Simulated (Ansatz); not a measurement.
Relaxation of a generated cell, Pd built in the AFLOW prototype A_hR1_166_a (A10, as in Hg); 1 atom in the cell, which starts as R-3m, hexagonal axes (No. 166), hR1; a = 2.9795 Å, b = 2.9795 Å, c = 5.7424 Å, α = 90.00°, β = 90.00°, γ = 120.00°. Method: r2SCAN (plane waves to 500 eV, PAW, scalar-relativistic; Ansatz, an electronic-structure program). Γ-centred k-mesh 14×14×14 on the run's cell (coarser than for final values), Fermi–Dirac smearing 0.05 eV. This is the first round of the run. 

The optimiser's lines from the output (shortened; P is positive under compression):

```
relax step   1: F+E_penalty+E_count = -6985.52766322 eV  Δ(F+E_penalty+E_count) = +0.000e0 eV  max|allowed force component| = 0.000e0 eV/Å  Δτ_max = 0.0000 Å  P = +12.642 GPa  Ω = 14.716 Å³  (7 SCF iters, dr2 threshold 1.00e-7 eV, accepted)
relax step   2: F+E_penalty+E_count = -6985.61676710 eV  Δ(F+E_penalty+E_count) = -8.910e-2 eV  max|allowed force component| = 0.000e0 eV/Å  Δτ_max = 0.0000 Å  P = +0.605 GPa  Ω = 15.388 Å³  (8 SCF iters, dr2 threshold 1.00e-7 eV, accepted)
relax step   3: F+E_penalty+E_count = -6985.68755146 eV  Δ(F+E_penalty+E_count) = -7.078e-2 eV  max|allowed force component| = 0.000e0 eV/Å  Δτ_max = 0.0000 Å  P = -0.265 GPa  Ω = 15.162 Å³  (7 SCF iters, dr2 threshold 1.00e-7 eV, accepted)
relax step   4: F+E_penalty+E_count = -6985.72959780 eV  Δ(F+E_penalty+E_count) = -4.205e-2 eV  max|allowed force component| = 0.000e0 eV/Å  Δτ_max = 0.0000 Å  P = +2.441 GPa  Ω = 14.780 Å³  (7 SCF iters, dr2 threshold 1.00e-7 eV, accepted)
relax step   5: F+E_penalty+E_count = -6985.73570295 eV  Δ(F+E_penalty+E_count) = -6.105e-3 eV  max|allowed force component| = 0.000e0 eV/Å  Δτ_max = 0.0000 Å  P = -0.068 GPa  Ω = 14.956 Å³  (7 SCF iters, dr2 threshold 1.00e-7 eV, accepted)
relax step   6: F+E_penalty+E_count = -6985.73586384 eV  Δ(F+E_penalty+E_count) = -1.609e-4 eV  max|allowed force component| = 0.000e0 eV/Å  Δτ_max = 0.0000 Å  P = +0.019 GPa  Ω = 14.948 Å³  (5 SCF iters, dr2 threshold 1.00e-7 eV, accepted)
relax step   7: F+E_penalty+E_count = -6985.73586218 eV  Δ(F+E_penalty+E_count) = +1.655e-6 eV  max|allowed force component| = 0.000e0 eV/Å  Δτ_max = 0.0000 Å  P = -0.000 GPa  Ω = 14.950 Å³  (4 SCF iters, dr2 threshold 1.43e-8 eV, accepted)
relax step   8: F+E_penalty+E_count = -6985.73772795 eV  Δ(F+E_penalty+E_count) = -1.866e-3 eV  max|allowed force component| = 0.000e0 eV/Å  Δτ_max = 0.0000 Å  P = -0.043 GPa  Ω = 14.950 Å³  stress off target by 8.82e-2 GPa  SCF on the basis re-selected at this cell (its energy is not comparable with the rows above)  (8 SCF iters)
relax step   9: F+E_penalty+E_count = -6985.73774578 eV  Δ(F+E_penalty+E_count) = -1.783e-5 eV  max|allowed force component| = 0.000e0 eV/Å  Δτ_max = 0.0000 Å  P = +0.049 GPa  Ω = 14.942 Å³  (4 SCF iters, dr2 threshold 1.94e-8 eV, accepted)
relax step  10: F+E_penalty+E_count = -6985.73773940 eV  Δ(F+E_penalty+E_count) = +6.382e-6 eV  max|allowed force component| = 0.000e0 eV/Å  Δτ_max = 0.0000 Å  P = +0.001 GPa  Ω = 14.946 Å³  (5 SCF iters, dr2 threshold 6.75e-9 eV, accepted)
relax step  11: F+E_penalty+E_count = -6985.73773406 eV  Δ(F+E_penalty+E_count) = +5.335e-6 eV  max|allowed force component| = 0.000e0 eV/Å  Δτ_max = 0.0000 Å  P = +0.000 GPa  Ω = 14.946 Å³  stress off target by 2.06e-3 GPa  SCF on the basis re-selected at this cell (its energy is not comparable with the rows above)  (5 SCF iters)
```

From the first to the last row the energy changes by -0.21 eV/atom and the volume by +1.6 %. The last row is marked as not comparable with the walk above it, whose basis was carried along; it does compare with step 1, since both stand on a basis selected at the nominal cutoff for their own cell.

Later rounds, restarted from the end of this one on a renewed k-mesh, logged 4 more steps and released under 0.01 eV/atom more. The final structure after all rounds: Fm-3m (No. 225), cF4, fcc (Cu type); a = b = c = 3.908 Å, α = β = γ = 90.00°. Between re-selections the logged energies stand on a plane-wave basis carried along with the cell. No spin polarisation in the result.

The run could not lose the symmetry of its start; a randomly shaken copy of 2 atoms returns to this structure.
